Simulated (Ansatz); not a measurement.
KCdCO3F:
```cif
data_CCdFKO3
_chemical_formula_sum 'K1 Cd1 C1 F1 O3'
_space_group_name_H-M_alt 'P-6m2'
_space_group_IT_number 187
_space_group_name_Hall 'P -6 2'
_cell_length_a 5.13210
_cell_length_b 5.13210
_cell_length_c 4.48906
_cell_angle_alpha 90.000
_cell_angle_beta 90.000
_cell_angle_gamma 120.000
loop_
_atom_site_label
_atom_site_type_symbol
_atom_site_symmetry_multiplicity
_atom_site_Wyckoff_symbol
_atom_site_fract_x
_atom_site_fract_y
_atom_site_fract_z
_atom_site_occupancy
K1 K 1 a 0.00000 0.00000 0.00000 1
Cd1 Cd 1 f 0.66667 0.33333 0.50000 1
C1 C 1 d 0.33333 0.66667 0.50000 1
F1 F 1 e 0.66667 0.33333 0.00000 1
O1 O 3 k 0.18786 0.37572 0.50000 1
```

Relaxed with PBE.

Question: Give the optical modes at the zone centre with their infrared and Raman activity from DFPT, DFT-PBE in the program Ansatz with PAW potentials.

Answer: Transverse frequencies, without the LO–TO term; a row sums one degenerate level.

| ω (cm⁻¹) | degeneracy | IR ((D/Å)²/amu) | Raman (Å⁴/amu) | activity | symmetry |
|---|---|---|---|---|---|
| 234i | 1 | 0.00 | 0 | silent | A2' |
| 87 | 2 | 8.78 | 3.9 | IR+Raman | E' |
| 114 | 2 | 3.32 | 0.13 | IR+Raman | E' |
| 132 | 1 | 0.05 | 0 | IR | A2'' |
| 149 | 2 | 0.00 | 11 | Raman | E'' |
| 149 | 2 | 2.19 | 0 | IR | E' |
| 176 | 1 | 3.08 | 0 | IR | A2'' |
| 354 | 1 | 4.71 | 0 | IR | A2'' |
| 681 | 2 | 1.48 | 1.5 | IR+Raman | E' |
| 821 | 1 | 0.63 | 0 | IR | A2'' |
| 1069 | 1 | 0.00 | 64 | Raman | A1' |
| 1414 | 2 | 54.47 | 11 | IR+Raman | E' |

Question: How high does the top mode go among those that the LO–TO term moves?

Answer: 1481 cm⁻¹ for q along x, 1481 cm⁻¹ for q along y, 825 cm⁻¹ for q along z.

The workflow started from an entry of the Crystallography Open Database (COD, 293 K), which files this formula under 2 space groups. Its standing as an ambient phase is unchecked. The PBE relaxation kept the symmetry of its start. At this level the phase is dynamically unstable (imaginary phonons).

Potentials: the later of the program's two PAW sets.
